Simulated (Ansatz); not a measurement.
## Two inputs for WS2 with fluorine replacing S

This input was run with Ansatz:

```yaml
crystal:
  lattice:
    - [6.36, 0.0, 0.0]
    - [-4.77, 8.261882352, 0.0]
    - [0.0, 0.0, 12.5]
  atoms:
    - { symbol: W, position: [0.1666666666, 0.2222222222, 0.25] }
    - { symbol: W, position: [0.1666666666, 0.5555555556, 0.25] }
    - { symbol: W, position: [0.1666666666, 0.8888888889, 0.25] }
    - { symbol: W, position: [0.6666666666, 0.2222222222, 0.25] }
    - { symbol: W, position: [0.6666666666, 0.5555555556, 0.25] }
    - { symbol: W, position: [0.6666666666, 0.8888888889, 0.25] }
    - { symbol: W, position: [0.3333333334, 0.1111111111, 0.75] }
    - { symbol: W, position: [0.3333333334, 0.4444444444, 0.75] }
    - { symbol: W, position: [0.3333333334, 0.7777777778, 0.75] }
    - { symbol: W, position: [0.8333333334, 0.1111111111, 0.75] }
    - { symbol: W, position: [0.8333333334, 0.4444444444, 0.75] }
    - { symbol: W, position: [0.8333333334, 0.7777777778, 0.75] }
    - { symbol: F, position: [0.1666666666, 0.2222222222, 0.625], spin: 1.0 }
    - { symbol: S, position: [0.1666666666, 0.5555555556, 0.625] }
    - { symbol: S, position: [0.1666666666, 0.8888888889, 0.625] }
    - { symbol: S, position: [0.6666666666, 0.2222222222, 0.625] }
    - { symbol: S, position: [0.6666666666, 0.5555555556, 0.625] }
    - { symbol: S, position: [0.6666666666, 0.8888888889, 0.625] }
    - { symbol: S, position: [0.3333333334, 0.1111111111, 0.125] }
    - { symbol: S, position: [0.3333333334, 0.4444444444, 0.125] }
    - { symbol: S, position: [0.3333333334, 0.7777777778, 0.125] }
    - { symbol: S, position: [0.8333333334, 0.1111111111, 0.125] }
    - { symbol: S, position: [0.8333333334, 0.4444444444, 0.125] }
    - { symbol: S, position: [0.8333333334, 0.7777777778, 0.125] }
    - { symbol: S, position: [0.1666666666, 0.2222222222, 0.875] }
    - { symbol: S, position: [0.1666666666, 0.5555555556, 0.875] }
    - { symbol: S, position: [0.1666666666, 0.8888888889, 0.875] }
    - { symbol: S, position: [0.6666666666, 0.2222222222, 0.875] }
    - { symbol: S, position: [0.6666666666, 0.5555555556, 0.875] }
    - { symbol: S, position: [0.6666666666, 0.8888888889, 0.875] }
    - { symbol: S, position: [0.3333333334, 0.1111111111, 0.375] }
    - { symbol: S, position: [0.3333333334, 0.4444444444, 0.375] }
    - { symbol: S, position: [0.3333333334, 0.7777777778, 0.375] }
    - { symbol: S, position: [0.8333333334, 0.1111111111, 0.375] }
    - { symbol: S, position: [0.8333333334, 0.4444444444, 0.375] }
    - { symbol: S, position: [0.8333333334, 0.7777777778, 0.375] }
magnetization:
  spin_polarized: true
kpoints:
  mp_grid: { grid: [4, 3, 2] }
scf:
  occupations: { method: fermi_dirac, width: 0.01 }
  initial_density: { chi_scale: 0.3 }
hamiltonian:
  xc: pbe
  pseudopotentials: { kind: paw }
  hubbard: { sites: [{ species: W, l: d, u_eff: 3.0 }], double_counting: amf }
output:
  forces: true
  stress: true
  populations: true
  efg: { quadrupole_moments_barn: { S: -0.0694 }, contact_densities: true }
```

It converged. Of its output the block on the nuclei alone is shown, without the SCF iterations, energies, forces and stress (one atom of each set, the first 14 sets):

```
--- PAW observables at the nuclei: V_zz in 10²¹ V/m², potentials from the cell's mean, atoms counted from 1 ---
  atom   1  W  V_zz =   -19.822957   η = 0.0026   by run symmetry: allowed
            electrostatic potential = -14805.259222 V   contact ρ = 8821986.656601 e/Å³   contact ρ_s (e/Å³): all electrons -0.005653, valence -0.005643
  atom   2  W  V_zz =   -19.614834   η = 0.0067   by run symmetry: allowed
            electrostatic potential = -14805.257667 V   contact ρ = 8821986.384818 e/Å³   contact ρ_s (e/Å³): all electrons -0.012407, valence -0.012495
  atom   3  W  V_zz =   -19.639344   η = 0.0114   by run symmetry: allowed
            electrostatic potential = -14805.256698 V   contact ρ = 8821986.370129 e/Å³   contact ρ_s (e/Å³): all electrons -0.009058, valence -0.009112
  atom   4  W  V_zz =   -19.606014   η = 0.0009   by run symmetry: allowed
            electrostatic potential = -14805.259468 V   contact ρ = 8821986.505496 e/Å³   contact ρ_s (e/Å³): all electrons +0.016304, valence +0.016441
  atom   5  W  V_zz =   -19.573506   η = 0.0049   by run symmetry: allowed
            electrostatic potential = -14805.258202 V   contact ρ = 8821986.427378 e/Å³   contact ρ_s (e/Å³): all electrons +0.002102, valence +0.002141
  atom   6  W  V_zz =   -19.587159   η = 0.0060   by run symmetry: allowed
            electrostatic potential = -14805.255953 V   contact ρ = 8821986.396785 e/Å³   contact ρ_s (e/Å³): all electrons -0.001584, valence -0.001542
  atom   7  W  V_zz =   -26.021812   η = 0.7625   by run symmetry: allowed
            electrostatic potential = -14805.001899 V   contact ρ = 8821971.108614 e/Å³   contact ρ_s (e/Å³): all electrons +0.502872, valence +0.505942
  atom   8  W  V_zz =   -29.430484   η = 0.7520   by run symmetry: allowed
            electrostatic potential = -14804.906676 V   contact ρ = 8821975.388888 e/Å³   contact ρ_s (e/Å³): all electrons +1.208953, valence +1.222847
  atom   9  W  V_zz =   -19.310836   η = 0.0261   by run symmetry: allowed
            electrostatic potential = -14805.188893 V   contact ρ = 8821983.167385 e/Å³   contact ρ_s (e/Å³): all electrons -0.172328, valence -0.169664
  atom  10  W  V_zz =   -22.663981   η = 0.7381   by run symmetry: allowed
            electrostatic potential = -14805.074473 V   contact ρ = 8821969.602846 e/Å³   contact ρ_s (e/Å³): all electrons +0.584462, valence +0.582297
  atom  11  W  V_zz =   -20.232568   η = 0.0290   by run symmetry: allowed
            electrostatic potential = -14805.140262 V   contact ρ = 8821987.787469 e/Å³   contact ρ_s (e/Å³): all electrons -0.074164, valence -0.075024
  atom  12  W  V_zz =   -19.950112   η = 0.0463   by run symmetry: allowed
            electrostatic potential = -14805.177052 V   contact ρ = 8821986.013920 e/Å³   contact ρ_s (e/Å³): all electrons +0.085711, valence +0.088843
  atom  13  F  V_zz =    -2.601735   η = 0.2180   by run symmetry: allowed
            electrostatic potential = -743.142079 V   contact ρ = 3131.018444 e/Å³   contact ρ_s (e/Å³): all electrons +1.595561, valence +1.775374
  atom  14  S  V_zz =    -4.337015   η = 0.3346   by run symmetry: allowed   C_q = +7.2779 MHz
            electrostatic potential = -1637.867916 V   contact ρ = 19770.631005 e/Å³   contact ρ_s (e/Å³): all electrons +0.040239, valence +0.040509
```

(1) Can these gradients be trusted, and how do they compare with a run on standard settings?

Results:

(1) As results of these settings, within the limits told below. Against the standard input the change is `scf.initial_density.chi_scale`: not typed → 0.3; `hamiltonian.hubbard`: not typed → {sites: [{species: W, l: d, u_eff: 3.0}], double_counting: amf}. A site carries the number of its first atom; V_zz in 10²¹ V/m².

```csv
site,atom,V_zz standard,η standard,V_zz here,η here
W1,1,-18.01,0.00,-19.82,0.00
W2,2,-17.80,0.00,-19.61,0.01
W4,4,-17.80,0.01,-19.61,0.00
W3,3,-17.83,0.01,-19.64,0.01
W7,7,-23.4,0.83,-26.0,0.76
W8,8,-26.4,0.87,-29.4,0.75
W9,9,-17.52,0.05,-19.31,0.03
W10,10,-23.3,0.83,-22.7,0.74
F,13,-2.85,0.23,-2.60,0.22
S16,16,-3.61,0.99,-3.87,0.83
S17,17,-4.14,0.37,-4.47,0.28
S28,28,-5.58,0.45,-5.51,0.37
```

The largest change of V_zz is on W8, from -26.4 to -29.4. In per cent, |V_zz| changes by -3 to +12 on W, -9 on F, -1 to +8 on S (all sites that start above 2). Where |V_zz| stays above 0.1, η moves most on S16, from 0.99 to 0.83. The table leaves out 23 of the 35 sites, with |V_zz| up to 20.24; their tensors move by 1.80 at most along any direction. The statements above cover all sites. The absolute magnetisation of the cell goes from 0.6 to 1.0 μB. SCF iterations: 36 and 43. New warnings: filled band counts differ across k points, look outside group, minimisation memory short.

On the reference run: The defect repeats with the cell of 36 atoms, so it feels its images: sites between two images don't show the values beside a lone defect, and zeros or small values of η there can come from the images' arrangement. S and W carry a gradient in the pure host already, so the values there aren't the defect's effect alone. The defect cell has no gap above 0.1 eV on its mesh, so the values can hang on the smearing and the k-mesh. Without spin–orbit coupling the gradients at and beside W can be off by some per cent, at some sites by more. The run lost most of its start moments on F; a state with other moments may lie lower. The neighbours have not yet relaxed around the defect (largest force 0.82 eV/Å), so a real crystal will differ.
